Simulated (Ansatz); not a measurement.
A plane-wave DFT run in Ansatz 0.2.0 (scalar-relativistic PAW potentials unless the input names others): input and command.

```yaml
crystal:
  lattice:
    - [2.4428851239, 0.0, 0.0]
    - [-1.221442562, 2.1156005758, 0.0]
    - [0.0, 0.0, 4.0063332158]
  atoms:
    - { symbol: Cu, position: [0.3333333333, 0.6666666667, 0.25], spin: 2.0 }
    - { symbol: Cu, position: [0.6666666667, 0.3333333333, 0.75] }
basis:
  ecutwfc: 420
kpoints:
  mp_grid: { grid: [18, 18, 10] }
hamiltonian:
  xc: lda
scf:
  occupations: { method: fermi_dirac, width: 0.15 }
  max_iter: 50
output:
  forces: true
  eigenvalues: true
  stress: true
relax:
  adjacent_minimum: "off"
  f_tol: 0.001
  max_steps: 60
  cell: { stress_tol: 0.02, p_target: 22.0 }
```

```bash
ansatz run input.yaml --threads 1 --pin off --max-ram 3072MiB --backend cpu --events-out ev --progress --plain --runs-dir out
```

Question: What will the program do with this input?

Answer: The program refuses it, because of a moment without spin polarisation (crystal.atoms[0].spin: not typed → 2.0). Without that key it is accepted.

Abridged log:
```
Error: inconsistent input (magnetization.spin_polarized): false but per-atom `spin:`, `per_species`, `initial_magnetization`, `magnetic_field`, or `spin_locking` is set
```